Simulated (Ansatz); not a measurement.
**Structure optimisation: lithium, fcc**

Computed with DFT, PBEsol, plane waves (420 eV) with PAW, scalar-relativistic in Ansatz. (PAW data from PBE, frozen cores regenerated.)

k-point mesh 12×12×12, Fermi-Dirac smearing 0.1 eV, no spin polarisation. Cell and atoms relax.

Starting structure:

```yaml
crystal:
  lattice:
    - [0.0, 2.2107204702, 2.2107204702]
    - [2.2107204702, 0.0, 2.2107204702]
    - [2.2107204702, 2.2107204702, 0.0]
  atoms:
    - { symbol: Li, position: [0.0, 0.0, 0.0] }
hamiltonian:
  xc: pbesol
  pseudopotentials:
    kind: paw
    azcp:
      Li: "pseudopotentials/Li.paw.azcp"
basis:
  ecutwfc: 420
  fft_grid_basis: typed
kpoints:
  mp_grid: { grid: [12, 12, 12], shift: [0, 0, 0] }
magnetization:
  spin_polarized: false
scf:
  occupations: { method: fermi_dirac, width: 0.1 }
relax:
  max_steps: 60
  f_tol: 0.01
  cell: {}
output:
  write_density: true
  write_potential: true
  elf: true
  volumetric_format: npy
```

Question: The pressure at the start is -0.8 GPa. By how much does the volume change?

Answer: From 21.61 to 20.15 Å³ per atom, -6.8 %. The final cell has a = 4.319 Å.

Question: How much energy does the relaxation gain?

Answer: 3.7 meV per atom.

Path of the relaxation (the plane waves are chosen anew near the end, which can shift the energy a little):

```tsv
step	E − E(final) (meV/atom)	V (Å³/atom)	P (GPa)	max force (eV/Å)
0	3.71	21.609	-0.81	0.000
1	1.25	21.014	-0.50	0.000
2	-0.03	20.145	0.04	0.000
3	0.00	20.145	0.05	0.000
```
